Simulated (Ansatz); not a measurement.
W in space group Fd-3m (No. 227; W on 8a, W on 16d) under volume change, plane-wave PAW PBE (Ansatz code), scaled uniformly.

```json
[
 {"V (Å³/atom)": "15.293", "E − E(relaxed) (meV/atom)": "136.9", "P (GPa)": "31.47"},
 {"V (Å³/atom)": "15.797", "E − E(relaxed) (meV/atom)": "…", "P (GPa)": "…"},
 {"V (Å³/atom)": "16.302", "E − E(relaxed) (meV/atom)": "13.6", "P (GPa)": "8.88"},
 {"V (Å³/atom)": "16.806", "E − E(relaxed) (meV/atom)": "0.0", "P (GPa)": "0.00"},
 {"V (Å³/atom)": "17.310", "E − E(relaxed) (meV/atom)": "12.2", "P (GPa)": "-7.58"},
 {"V (Å³/atom)": "17.814", "E − E(relaxed) (meV/atom)": "46.6", "P (GPa)": "-14.07"},
 {"V (Å³/atom)": "18.318", "E − E(relaxed) (meV/atom)": "…", "P (GPa)": "…"}
]
```

Question: Some entries are withheld; supply them.

Answer: 
- 18.318, E − E(relaxed) (meV/atom): 99.8
- 18.318, P (GPa): -19.64
- 15.797, E − E(relaxed) (meV/atom): 57.5
- 15.797, P (GPa): 19.29

Question: What does a third-order Birch–Murnaghan fit give for V₀, B₀ and B′?

Answer: V₀ = 16.81 Å³/atom, B₀ = 273 GPa, B′ = 4.2.

The start of the workflow was typed in or built on a structure type; neither database checked (COD, Materials Project) lists it. It is not the phase usual at ambient conditions (space group No. 229). The cell was relaxed with PBE under the symmetry of its start; its stability against distortions is not shown here. The run is not spin-polarised. Scalar-relativistic: spin–orbit coupling is off unless named, which matters more the heavier the elements.

Potentials: the earlier of the program's two PAW sets.
